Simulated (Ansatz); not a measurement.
Fe₂B single point

The input, for Ansatz 0.2.0 (plane waves, PAW):

```yaml
crystal:
  lattice:
    - [-2.536169, 2.536169, 2.108915]
    - [2.536169, -2.536169, 2.108915]
    - [2.536169, 2.536169, -2.108915]
  atoms:
    - { symbol: Fe, position: [0.417, 0.417, 0.334] }
    - { symbol: Fe, position: [0.583, 0.917, 0.0] }
    - { symbol: Fe, position: [0.083, 0.083, 0.666] }
    - { symbol: Fe, position: [0.917, 0.583, 0.0] }
    - { symbol: B, position: [0.0, 0.5, 0.5] }
    - { symbol: B, position: [0.5, 0.0, 0.5] }
  symmetry: { tolerance: 0.0003 }
kpoints:
  mp_grid: { grid: [10, 10, 10], shift: [0, 0, 0] }
  band_path:
    path:
      - [0.0, 0.0, 0.0]
      - [0.0, 0.0, 0.5]
      - [-0.5, 0.5, 0.5]
      - [0.0, 0.0, 0.0]
      - [0.42286289, 0.42286289, -0.42286289]
      - [-0.42286289, 0.57713711, 0.42286289]
      - [-0.5, 0.5, 0.5]
      - [0.0, 0.0, 0.5]
      - [0.25, 0.25, 0.25]
      - [0.0, 0.5, 0.0]
      - [0.0, 0.0, 0.0]
    npoints: 6
magnetization:
  spin_polarized: false
scf:
  occupations: { method: fermi_dirac, width: 0.0164 }
  lower_state_search: "off"
  max_iter: 200
hamiltonian:
  pseudopotentials: { kind: paw }
  xc: r2scan
basis:
  ecutwfc: 500
  fft_grid_basis: typed
output:
  forces: true
  stress: true
  eigenvalues: true
  bader: true
  populations: true
  elf: true
  write_potential: true
  volumetric_format: npy
  dos:
    e_range: [-12, 8]
    de: 0.05
    projected: { site_lists: { B: [B], Fe: [Fe] } }
checkpoint:
  read: saved_state
```

The saved state is an earlier solution for the same cell, perhaps on another mesh. 

Output (shortened):

```
SCF iter   1: F=-18255.3716 eV  Δρ=7.60e-3  dr2=2.14e-3  dr2_τ=6.28e-3
SCF iter   2: F=-18255.3725 eV  Δρ=3.96e-3  dr2=5.74e-4  dr2_τ=1.49e-3
SCF iter   3: F=-18255.3726 eV  Δρ=9.39e-4  dr2=2.52e-4  dr2_τ=2.92e-5
SCF iter   4: F=-18255.3728 eV  Δρ=3.37e-4  dr2=1.16e-5  dr2_τ=3.01e-6
SCF iter   5: F=-18255.3728 eV  Δρ=1.09e-4  dr2=1.18e-6  dr2_τ=1.23e-7
SCF iter   6: F=-18255.3728 eV  Δρ=3.35e-5  dr2=1.47e-7  dr2_τ=1.24e-8
SCF iter   7: F=-18255.3728 eV  Δρ=7.85e-6  dr2=1.34e-8  dr2_τ=1.11e-9
Free energy (F): -18255.3728 eV
Harris-Foulkes:  -18255.3728 eV  (|F-HF|=1.34e-8)
Internal energy: -18255.3634 eV  (E = F + TS)
E sigma→0 (E₀):  -18255.3681 eV
Entropy (-TS):   -0.0094 eV (-1.560 meV/atom)
Fermi energy:    18.4500 eV
--- Per-component energies (eV) ---
  E_band       = -883.3000
  E_kinetic    = 1508.4983
  E_local      = -8712.3140  (includes V_loc(G=0)·N_el)
  E_nonlocal   = 885.7594
  E_hartree    = 3704.7478
  E_xc         = -520.3670
  E_vxc        = -762.6573  (∫ρ·V_xc dr)
  E_paw        = -5658.0122  (= ΣΔE_a)
  E_vpaw       = -1265.1511  (= ΣTr[D̂ρ^β])
  E_aug_tail   = 0.0011  (compensation charges beyond the density's cutoff)
  E_vtau       = 53.0746  (kinetic-family band-sum trace: ∫τ·v_τ [+ j·A + Jᵃ·Aᵃ] dr)
  E_ewald      = -9462.4820
  E_core_change = -1.1948  (= ΣΔE_core)
  E_smearing   = -0.0094  (= −TS)
--- Stress (GPa, compression-positive) ---
      -26.5895       0.0000       0.0000
        0.0000     -26.5895       0.0000
        0.0000       0.0000     -16.1418
  P = ⅓ Tr σ = -23.1069 GPa (-231.069 kbar)
--- Löwdin populations: 6 sites ---
  site symbol       q [e]
     0     Fe     15.5279
     1     Fe     15.5279
     2     Fe     15.5279
     3     Fe     15.5279
     4      B      3.6609
     5      B      3.6609
  spilling = 0.0081 (of n_electrons = 70.0000)
```

Absolute energies hang on the potentials; compare differences alone.

Origin: a database entry at a rescaled volume. Caveats: no spin polarisation, so a magnetic state may lie lower; atoms or cell far from equilibrium.
